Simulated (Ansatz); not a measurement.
ZnCdS2:
```xyz
4
Lattice="3.8857 0.0000 0.0000 -1.9428 3.3651 0.0000 0.0000 0.0000 6.4569" Properties=species:S:1:pos:R:3 pbc="T T T"
Zn     0.0000     0.0000     6.4512
Cd     0.0000     2.2434     3.2780
S      0.0000     2.2434     5.7578
S      0.0000     0.0000     2.2823
```

Tensor components refer to the Cartesian frame of this cell.

Problem. Give the high-frequency dielectric tensor and the Born effective charge tensors of the independent atoms from DFPT, plane-wave PAW LDA (Ansatz code).

Solution. 
ε∞:
```
6.22  0.00  0.00
0.00  6.22  0.00
0.00  0.00  6.57
```
Z* of atom 1 (Zn), rows: field, columns: displacement, in e:
```
1.97  0.00  0.00
0.00  1.97  0.00
0.00  0.00  2.02
```
Z* of atom 2 (Cd), rows: field, columns: displacement, in e:
```
1.93  0.00  0.00
0.00  1.93  0.00
0.00  0.00  2.15
```
Z* of atom 3 (S), rows: field, columns: displacement, in e:
```
-2.02   0.00   0.00
 0.00  -2.02   0.00
 0.00   0.00  -1.94
```
Z* of atom 4 (S), rows: field, columns: displacement, in e:
```
-1.88   0.00   0.00
 0.00  -1.88   0.00
 0.00   0.00  -2.23
```

Space group P3m1. The workflow started from a Materials Project entry (that database holds measured and hypothetical structures alike); the Crystallography Open Database copy checked does not list it. Its standing as an ambient phase is unchecked. The cell was relaxed with LDA under the symmetry of its start; its stability against distortions is not shown here. Spin–orbit coupling is left out wherever it is not named.

Potentials: the later of the program's two PAW sets.
